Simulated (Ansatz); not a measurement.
Values for one crystal, relaxed and computed with DFT-PBEsol in the program Ansatz with PAW potentials; other levels are named.

```yaml
volume_per_atom: 114.74 Å³
electronic_character: metallic (no gap)
mechanical_stability: unstable (C has a negative eigenvalue)
Bulk modulus (Birch–Murnaghan fit): 1.8 GPa
highest_zone_centre_frequency: 37 cm⁻¹
Gap with spin–orbit coupling: none (metallic)
Pressure derivative B′: 3.5
```

Q: Which of these materials gives this?
A) Y, 9R (Sm type)
B) Zr, P6/mmm (Zr on 1a, Zr on 2d)
C) Cs, I4_1/amd (Cs on 4b)
D) Ca, bcc (W type)

A: C, Cs, I4_1/amd (Cs on 4b)

The workflow started from a Materials Project entry (that database holds measured and hypothetical structures alike); the Crystallography Open Database copy checked does not list it. It is not the phase usual at ambient conditions (space group No. 229). The PBEsol relaxation kept the symmetry of its start. As this level gives no gap, phonon frequencies hold no LO–TO term and depend on the k-mesh and smearing (Fermi–Dirac, 0.1 eV here). Spin–orbit coupling is left out wherever it is not named.

Potentials: the later of the program's two PAW sets.
